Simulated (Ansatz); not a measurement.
Zincblende alloy of GaAs and GaN (6 of 32 As sites exchanged), 64 atoms

Method: DFT, PBEsol, PAW, plane waves (Ansatz 0.2.0).

Command:

```sh
ansatz run in.yaml --threads 8 --pin off --max-ram 118750MiB --runs-dir r --events-out ev --progress --plain --backend cuda --devices 0, --max-vram 170GiB
```

The input less its lattice and atoms:

```yaml
crystal:
  symmetry: { detect: false }
kpoints:
  mp_grid: { grid: [1, 1, 1], shift: [0.25, 0.25, 0.25] }
hamiltonian:
  xc: pbesol
scf:
  occupations: { method: fermi_dirac, width: 0.01 }
relax:
  f_tol: 0.03
  max_steps: 80
  escape_saddle: false
  adjacent_minimum: "off"
  cell: { fix: [shape] }
output:
  forces: true
  eigenvalues: true
  populations: true
```

Start:

```
Ga N As
1.0
    10.87849    0.00000    0.00000
     0.00000   10.87849    0.00000
     0.00000    0.00000   10.87849
Ga N As
32 6 26
Cartesian
  10.8525 0.0022 0.0048
  0.0293 10.8696 5.3930
  0.0499 5.4349 0.0015
  10.8727 5.4483 5.4568
  5.4268 10.8744 10.8318
  5.4129 10.8551 5.4321
  5.4444 5.4580 10.8745
  5.4753 5.4525 5.4336
  2.7154 2.7163 0.0068
  2.6985 2.7109 5.4742
  2.7296 8.1464 0.0577
  2.7278 8.1430 5.4292
  8.1592 2.7171 10.8587
  8.1548 2.7091 5.4152
  8.1589 8.1564 10.8546
  8.1480 8.1769 5.4363
  2.7100 0.0279 2.7006
  2.7463 10.8500 8.1574
  2.6997 5.4098 2.7285
  2.7260 5.4056 8.1623
  8.1731 10.8577 2.7268
  8.1204 0.0355 8.1544
  8.1893 5.4351 2.7325
  8.1779 5.4474 8.1713
  0.0174 2.7055 2.7234
  10.8759 2.7370 8.1522
  10.8509 8.1406 2.6843
  10.8664 8.1395 8.1591
  5.4501 2.7094 2.7043
  5.4048 2.7324 8.2006
  5.4161 8.1432 2.7444
  5.4037 8.1623 8.1461
  1.3740 1.3734 1.3530
  1.3294 1.3906 6.7975
  4.1282 4.0978 6.8094
  4.0768 9.5318 1.3555
  9.5315 1.3504 9.5432
  1.3309 9.5099 4.0421
  1.3523 6.8021 1.3461
  1.3373 6.7937 6.7552
  6.7865 1.3764 1.3443
  6.8128 1.3260 6.8064
  6.8036 6.7749 1.3762
  6.8326 6.8177 6.7518
  4.0567 4.0424 1.3780
  4.0748 9.4809 6.8271
  9.5417 4.0974 1.3423
  9.5618 4.0539 6.8272
  9.4982 9.4999 1.3985
  9.4901 9.4948 6.7942
  4.0837 1.3634 4.0697
  4.0791 1.3234 9.5549
  4.0556 6.7933 4.0824
  4.0723 6.7754 9.5440
  9.5583 1.3360 4.0740
  9.5081 6.8069 4.0762
  9.5144 6.7969 9.5210
  1.3678 4.0678 4.0775
  1.3782 4.0693 9.5381
  1.3469 9.5240 9.5339
  6.8297 4.1095 4.0837
  6.8260 4.0795 9.5052
  6.7753 9.5425 4.0745
  6.8011 9.5181 9.5331
```

Steps:

```csv
step,energy less the first (eV),largest force component (eV/Å),pressure (GPa)
start,0.000,3.617,3.25
1,-7.505,1.899,0.55
2,-10.890,1.035,-0.07
3,-11.833,0.767,1.05
4,-12.105,0.127,-0.02
5,-12.114,0.054,-0.01
6,-12.116,0.014,0.00
7,-12.114,0.014,0.00
```

A structure on the way, about -10.89 eV from the start:

```xyz
64
Lattice="10.8932 0.0000 0.0000 0.0000 10.8932 0.0000 0.0000 0.0000 10.8932" Properties=species:S:1:pos:R:3 pbc="T T T"
Ga   10.8904    0.2560   10.8883
Ga    0.3303    0.0114    5.3966
Ga    0.0612    5.4487   10.8825
Ga    0.0023    5.4148    5.4452
Ga    5.2283   10.7515    0.1387
Ga    5.4435    0.0033    5.4575
Ga    5.4400    5.4234    0.0011
Ga    5.2739    5.2995    5.6187
Ga    2.5486    2.5158    0.1533
Ga    2.6938    2.6789    5.7301
Ga    2.8282    8.3562    0.1560
Ga    2.5895    8.3365    5.2280
Ga    8.3224    2.5506   10.7158
Ga    8.2020    2.7003    5.4303
Ga    8.1889    8.1988    0.0177
Ga    8.1651    8.2019    5.4508
Ga    2.5843   10.7631    2.5902
Ga    2.5711    0.1526    8.0112
Ga    2.7108    5.3989    2.7560
Ga    2.8583    5.2676    8.0330
Ga    8.1819    0.0097    2.7413
Ga    8.3306    0.1715    8.3391
Ga    8.1819    5.4604    2.7331
Ga    8.1906    5.4296    8.1731
Ga    0.1844    2.5239    2.5622
Ga    0.0221    2.4337    8.1729
Ga    0.1755    8.3730    2.8380
Ga    0.0514    8.1649    8.1792
Ga    5.4306    2.6868    2.7344
Ga    5.2716    2.8620    8.0755
Ga    5.2339    8.3291    2.5941
Ga    5.4113    8.2027    8.1698
N     1.3318    1.2213    1.3228
N     1.3795    1.3447    6.8162
N     4.0581    4.0418    6.8453
N     3.9133    9.6026    1.4435
N     9.6332    1.3404    9.5522
N     1.4833    9.6347    3.9158
As    1.4042    6.8794    1.4033
As    1.4249    6.8087    6.7324
As    6.7913    1.3278    1.3086
As    6.8151    1.3871    6.8729
As    6.7513    6.8546    1.3833
As    6.7761    6.7849    6.7987
As    4.0217    4.0038    1.3537
As    3.9890    9.5589    6.7715
As    9.5823    4.0098    1.3273
As    9.5989    3.9885    6.8630
As    9.6106    9.6116    1.3744
As    9.6213    9.6154    6.8047
As    3.9731    1.3061    4.0909
As    4.0028    1.3402    9.5332
As    4.0526    6.8237    4.0870
As    4.0426    6.8104    9.5512
As    9.6609    1.3229    4.0807
As    9.5965    6.8770    4.0694
As    9.5461    6.8153    9.5378
As    1.3816    3.9707    4.1194
As    1.3813    3.9613    9.5076
As    1.3546    9.6568    9.5596
As    6.7706    4.0941    4.1338
As    6.8179    4.0316    9.5053
As    6.7530    9.5345    4.0419
As    6.7939    9.5987    9.5827
```

End:

```xyz
64
Lattice="10.8717 0.0000 0.0000 0.0000 10.8717 0.0000 0.0000 0.0000 10.8717" Properties=species:S:1:pos:R:3 pbc="T T T"
Ga    0.0296    0.3304   10.8590
Ga    0.4359    0.0654    5.4133
Ga    0.0671    5.4376   10.8655
Ga   10.8704    5.3685    5.4405
Ga    5.1588   10.6925    0.2129
Ga    5.4437    0.0007    5.4528
Ga    5.4463    5.3647   10.8593
Ga    5.1080    5.2073    5.6575
Ga    2.5024    2.4225    0.2128
Ga    2.6581    2.6700    5.7959
Ga    2.8670    8.3959    0.1655
Ga    2.5062    8.4199    5.1449
Ga    8.4076    2.4663   10.5829
Ga    8.2027    2.6872    5.3954
Ga    8.1963    8.1889    0.0339
Ga    8.1189    8.1587    5.4413
Ga    2.5302   10.7681    2.5664
Ga    2.5323    0.2037    7.9405
Ga    2.7224    5.4134    2.7656
Ga    2.8660    5.2079    7.9889
Ga    8.1632    0.0086    2.7508
Ga    8.4158    0.2179    8.4014
Ga    8.1316    5.4778    2.7364
Ga    8.1671    5.3796    8.1512
Ga    0.2698    2.4424    2.5081
Ga    0.0528    2.3054    8.1160
Ga    0.2260    8.4888    2.9310
Ga    0.0846    8.1362    8.1955
Ga    5.4185    2.6944    2.7054
Ga    5.1965    2.8788    8.0040
Ga    5.1284    8.3942    2.5220
Ga    5.4213    8.1958    8.1537
N     1.3436    1.2195    1.3314
N     1.3845    1.3456    6.7893
N     3.9643    3.9706    6.8299
N     3.9083    9.5947    1.4032
N     9.6924    1.3418    9.4966
N     1.4354    9.6906    3.9973
As    1.4105    6.9307    1.4405
As    1.4516    6.7996    6.7074
As    6.7982    1.3083    1.2695
As    6.8113    1.4043    6.8773
As    6.6953    6.8762    1.3686
As    6.7078    6.7064    6.7798
As    3.9796    3.9919    1.3281
As    3.9445    9.5464    6.7363
As    9.5690    3.9442    1.3233
As    9.5900    3.9284    6.8602
As    9.6335    9.6432    1.3596
As    9.6540    9.6267    6.7994
As    3.9432    1.3250    4.0970
As    3.9683    1.3262    9.5189
As    4.0190    6.8715    4.0946
As    4.0396    6.7925    9.5272
As    9.7004    1.3048    4.0652
As    9.6120    6.8847    4.0700
As    9.5212    6.7805    9.5152
As    1.3963    3.9311    4.1217
As    1.3680    3.8860    9.4785
As    1.3869    9.6808    9.5407
As    6.7065    4.0928    4.1570
As    6.8013    3.9530    9.4652
As    6.7130    9.4870    4.0061
As    6.7926    9.6162    9.5824
```

The run converged.

Time: 7.9 s of wall time on one NVIDIA GB200 with 8 processor threads, on a host shared with other runs; peak host memory 2 GiB.

Problem. How much energy did the relaxation gain, and which atom moved most?

Solution. 12.11 eV in 7 steps, from a start with small random displacements; atom 27 (Ga) moved 0.50 Å, the median atom 0.15 Å (drift of the whole cell removed).
